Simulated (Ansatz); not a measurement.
BeTe:
```
BeTe
1.0
    0.00000     2.83191     2.83191
    2.83191     0.00000     2.83191
    2.83191     2.83191     0.00000
Te Be
1 1
Direct
  0.75000   0.75000   0.75000
  0.00000   0.00000   0.00000
```

Relaxed with PBE.

Q: Give the Bader charges and basin volumes of the independent atoms, DFT-PBE in the program Ansatz with PAW potentials.

A: 

```csv
atom,Bader charge (e),Bader volume (Å³)
Te1,-1.47,41.9
Be2,+1.47,3.5
```

Space group F-43m (zinc blende). The cell was relaxed with PBE under the symmetry of its start. Scalar-relativistic: spin–orbit coupling is off unless named, which matters more the heavier the elements.

Potentials: the later of the program's two PAW sets.
